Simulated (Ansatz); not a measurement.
## Fixed-spin-moment curve of Ni

System: Ni, an experimental structure (space group Fm-3m); the cell holds 1 atom. Source: COD entry 9012976; the sample's temperature and pressure aren't taken into account, and it need not be the stable phase.

```
CELL_PARAMETERS angstrom
0.00000 1.76685 1.76685
1.76685 0.00000 1.76685
1.76685 1.76685 0.00000
ATOMIC_POSITIONS crystal
Ni 0.00000 0.00000 0.00000
```

Numbers behind element symbols give the atom's place in this list.

Method: DFT, PBE, PAW, plane waves, scalar-relativistic in Ansatz.

```json
{
 "Plane-wave cutoff": "420 eV",
 "k-point mesh": "12×12×12 (Γ-centred)",
 "Occupations": "Fermi–Dirac smearing, 0.1 eV",
 "Valence electrons": "18"
}
```

Site moments are integrals over atomic spheres and don't add up to the total.

A small moment in a metal is sensitive to the mesh and the smearing.

For a metal this mesh leaves errors of several meV/atom.

Each run fixes N↑ − N↓ and starts with that moment spread in parallel over the Ni atoms; no search for lower states follows. Energies are free energies per cell above the lowest run, the runs with a free moment included. A row is the solution that its start led to, not a proven minimum at that M. The run at M = 0 starts without moments and gives the spin-unpolarised solution. The cell holds one magnetic atom, so only parallel order fits; orders in a larger cell may lie lower. The program warns that the SCF threshold is loose for stress, so pressures can be off by 0.1 GPa or more.

The run at M = 0.97 μB took 5.4 s on 2 threads of Intel(R) Xeon(R) Processor @ 2.50GHz (Skylake/Cascade Lake) (shared host), peak memory 0.28 GiB.

```
fixed M (μB/cell)  F − F(lowest) (meV/cell)  moments of Ni1 (μB)  pressure (GPa)
             0.00                        33                 0.00            -3.2
             0.24                        25                 0.26            -3.1
             0.48                         7                 0.51            -2.7
             0.73                         3                 0.77            -1.5
             0.97                        76                 0.99             0.6
             1.21                       236                 1.19             3.9
             1.45                       516                 1.38             8.3
             1.69                       915                 1.57            13.7
             1.94                      1511                 1.76            21.4
```

The lowest fixed-moment run is the one at M = 0.73 μB (3 meV). With the constraint released: “usual moment, free total moment [Ni1 2.00 μB]” ends at 0.65 μB, 0 meV; “usual moment scaled by 0.1, free total moment [Ni1 0.20 μB]” ends at 0.65 μB, 0 meV.
